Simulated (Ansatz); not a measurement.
LiH (rock salt)

```
LiH
1.0
    0.00000     2.00271     2.00271
    2.00271     0.00000     2.00271
    2.00271     2.00271     0.00000
H Li
1 1
Cartesian
  0.00000   0.00000   0.00000
  2.00271   2.00271   2.00271
```

Equation-of-state scan: isotropic scaling of the cell above, V₀ being its volume. Symmetry pins the atoms to their sites.

Calculation: r2SCAN (plane waves to 500 eV, PAW, scalar-relativistic; Ansatz, a program for electronic structure). k mesh 14×14×14 (Γ-centred), Fermi-Dirac smearing 0.05 eV. Energies are smeared free energies. Compression counts positive. LiH was relaxed with its symmetry unable to fall. ΔE is measured from the relaxed starting cell.

```
V (Å³/atom)  ΔE (meV/atom)
-----------  -------------
7.551             withheld
7.647                  2.2
7.743                  1.2
7.840                  0.5
7.936                  0.1
8.033                  0.0
8.129                  0.1
8.225                  0.5
8.322                  1.1
8.418                  2.0
8.515                  3.0
```

Task: Fit a third-order Birch-Murnaghan form (E₀, V₀, B₀, B₀′ free) to the given rows and predict ΔE at V = 7.551.

Result: Least squares on the 10 given rows: ΔE = E₀ + (9V₀B₀/16)·y²·[2 + (B₀′ − 4)y], y = (V₀/V)^(2/3) − 1, with V₀ = 8.029 Å³/atom, B₀ = 36.29 GPa (160.2 GPa = 1 eV/Å³; the term in eV is multiplied by 1000), B₀′ = 3.72, E₀ = -0.02 meV/atom; root-mean-square residual 0.02 meV/atom. At 7.551 the fit gives 3.5 meV/atom; the calculation gives 3.6 meV/atom, so the extrapolation is off by -0.1 (-2.8 %). For the pressure the fit gives 2.50 GPa against the computed 2.48 GPa.

(A scan under strain: stresses follow from slopes of the energy per volume, elastic moduli from its curvatures.)
